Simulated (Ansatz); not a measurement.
# CsSnI3 (cubic perovskite), map of one atom of the cell

Starting cell, CsSnI3 (cubic perovskite):

```xyz
5
Lattice="6.2251 0.0000 0.0000 0.0000 6.2251 0.0000 0.0000 0.0000 6.2251" Properties=species:S:1:pos:R:3 pbc="T T T"
Cs     0.0000     0.0000     0.0000
Sn     3.1126     3.1126     3.1126
I      0.0000     3.1126     3.1126
I      3.1126     3.1126     0.0000
I      3.1126     0.0000     3.1126
```

In this cell atom 1 (Cs, nearest neighbour I at 4.402 Å; its periodic images, 6.2 Å or more away, move with it) is moved by u·(1.000, 0.000, 0.000) + v·(0.000, 1.000, 0.000); the rest is frozen.

Calculation: r2SCAN (plane waves to 500 eV, PAW, scalar-relativistic; Ansatz, an electronic-structure program). k mesh 5×5×5 (Γ-centred), Fermi-Dirac smearing 0.05 eV. Energies are smeared free energies. Fu and Fv are the components of the force on the atom. On this mesh the relaxed cell isn't quite at rest: it carries a pressure of -0.1 GPa (compression positive) at the zero of the scan. CsSnI3 was relaxed with its symmetry unable to fall. Spin-orbit coupling is left out, though I is heavy. The PAW data are Ansatz's earlier set. This is a high-temperature form of CsSnI3. ΔE is measured from the undisplaced structure. Axes are in Å.

ΔE (meV/cell), with u across and v down:

```
v \ u   -0.660  -0.440  -0.220  0.000  0.220  0.440  0.660
------  ------  ------  ------  -----  -----  -----  -----
-0.660   179.0    96.5    56.0   44.1   56.0   96.5  179.0
-0.440    96.5    45.7    22.0   15.3   22.0   45.7   96.5
-0.220    56.0    22.0     7.1    3.1    7.1   22.0   56.0
0.000     44.1    15.3     3.1    0.0    3.1   15.3   44.1
0.220     56.0    22.0     7.1    3.1    7.1   22.0   56.0
0.440     96.5    45.7    22.0   15.3   22.0   45.7   96.5
0.660    179.0    96.5    56.0   44.1   56.0   96.5  179.0
```

Fv (eV/Å), with u across and v down:

```csv
v \ u,-0.660,-0.440,-0.220,0.000,0.220,0.440,0.660
-0.660,0.50,0.31,0.22,0.19,0.22,0.31,0.50
-0.440,0.27,0.16,0.10,0.09,0.10,0.16,0.27
-0.220,0.11,0.06,0.04,0.03,0.04,0.06,0.11
0.000,0.00,0.00,0.00,0.00,0.00,0.00,0.00
0.220,-0.11,-0.06,-0.04,-0.03,-0.04,-0.06,-0.11
0.440,-0.27,-0.16,-0.10,-0.09,-0.10,-0.16,-0.27
0.660,-0.50,-0.31,-0.22,-0.19,-0.22,-0.31,-0.50
```

What the scan shows:

Lowest place on the grid: u = 0.000 Å, v = 0.000 Å (0.0 meV/cell). Highest place on the grid, met at several equal points: u = -0.660 Å, v = -0.660 Å; u = 0.660 Å, v = -0.660 Å; u = -0.660 Å, v = 0.660 Å; u = 0.660 Å, v = 0.660 Å (179.0 meV/cell).

The 49 points together took around 50 core-minutes (rough).

(For displaced atoms, the force is minus the slope of the energy, and its curvature is a force constant, which sets phonon frequencies.)
